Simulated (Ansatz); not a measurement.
Property card for YZn

All numbers below come from DFT r2SCAN, scalar-relativistic, plane waves, PAW (Ansatz 0.2.0).

Settings: cutoff 500 eV, Γ-centred mesh 12×12×12 on the computed 2-atom cell, Gaussian smearing of 0.10 eV; no spin polarisation.

The structure is relaxed at this level of theory with its symmetry kept. Whether it is the stable form of this composition wasn't checked.

Symmetry: Pm-3m, No. 221, cubic system. The conventional cell has a = 3.565 Å, b = 3.565 Å, c = 3.565 Å, α = 90.00°, β = 90.00°, γ = 90.00°. Around Y (site symmetry m-3m) lie 8 Zn at 3.09 Å. Zn (site symmetry m-3m) has 8 Y at 3.09 Å as nearest neighbours.

* Volume per atom: 22.65 Å³
* Generalised Kohn–Sham band gap: none (metal)
* Density of states at the Fermi level: 1.87 states/eV per cell
* Löwdin character within 0.5 eV of the Fermi level: Y 4d 76 %, unprojected 20 %
* Bulk modulus: 66 GPa
* Its pressure derivative: 3.9
* Bader charges (e): Y (1 in the cell) 1.49, Zn (1 in the cell) -1.49

Cost: 9 runs of about 2.2 core-minutes in all, on Arm Neoverse V2 (shared hosts).